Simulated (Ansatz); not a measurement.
# Relaxing an invented Bi₂TeO₃ structure

Computed with DFT PBE, scalar-relativistic, plane waves, PAW in Ansatz 0.2.0. Cutoff 420 eV, Gaussian smearing, Γ-centred meshes. Cell and atoms relax first on a coarse mesh and then on a finer one. In between, the cell is made exact in the group found at 0.06 Å. In metals the finer mesh still leaves noise of several meV/atom or more. The steps can't lower the symmetry of their start. No spin polarisation.

The guess for Bi₂TeO₃ was made by a generator: random cell by space group and Wyckoff sites (P4/mmm, No. 123). Its size is a rough estimate.

```xyz
6
Lattice="4.8824 0.0000 0.0000 0.0000 4.8824 0.0000 0.0000 0.0000 5.2425" Properties=species:S:1:pos:R:3 pbc="T T T"
Bi    2.4412    2.4412    2.6212
Bi    0.0000    0.0000    2.6212
Te    2.4412    2.4412    0.0000
O     0.0000    0.0000    0.0000
O     0.0000    2.4412    0.0000
O     2.4412    0.0000    0.0000
```

Formation energies are uncorrected and refer to the elements' standard structures at the same level (O₂ as a molecule).

Q: Where does the relaxation end?

A: The symmetry stays P4/mmm (No. 123). The volume per atom shrinks by 6.7 %, from 20.8 to 19.4 Å³. The shortest distance goes from 2.44 Å (Te–O and O–O) to 2.21 Å (Te–O and O–O). The ratio c/a of the conventional cell changes by a factor of 1.25. The energy falls by about 0.32 eV/atom (the start's value is from the coarse mesh). Conventional cell: a = 4.426 Å, c = 5.954 Å. Around Bi on its first site lie 2 Te at 2.98 Å and 4 Bi at 3.13 Å; around Bi on its second site lie 2 O at 2.98 Å and 4 Bi at 3.13 Å; Te has 4 O at 2.21 Å and 2 Bi at 2.98 Å; O on a site of symmetry 4/mmm has 4 O at 2.21 Å and 2 Bi at 2.98 Å; O on a site of symmetry mmm is surrounded by 2 O at 2.21 Å and 2 Te at 2.21 Å.

```
Bi Te O
1.0
     4.42558    0.00000    0.00000
     0.00000    4.42558    0.00000
     0.00000    0.00000    5.95387
Bi Te O
2 1 3
Direct
  0.50000 0.50000 0.50000
  0.00000 0.00000 0.50000
  0.50000 0.50000 0.00000
  0.00000 0.00000 0.00000
  0.00000 0.50000 0.00000
  0.50000 0.00000 0.00000
```

Q: How does it come out in energy, and is it a metal?

A: The formation energy is +0.25 eV/atom and the gap on the 8×8×6 mesh of the 6-atom cell is 0 eV (a metal).

It can't be a ground state, since the elements alone are lower.

The last run used Gaussian smearing of 0.10 eV. Spin–orbit coupling, which can matter for Bi and Te, is left out. The reference form of Te is held partly by dispersion forces, which this level lacks. A structure relaxed within its symmetry needn't be a true minimum. In all, the 3 runs took 90 s on 1 thread of Arm Neoverse V2, with other jobs on the host. Another cell of Bi2TeO3 relaxed alike, in P-3m1, lies 0.90 eV/atom lower, so this cell isn't the stable form at this level.
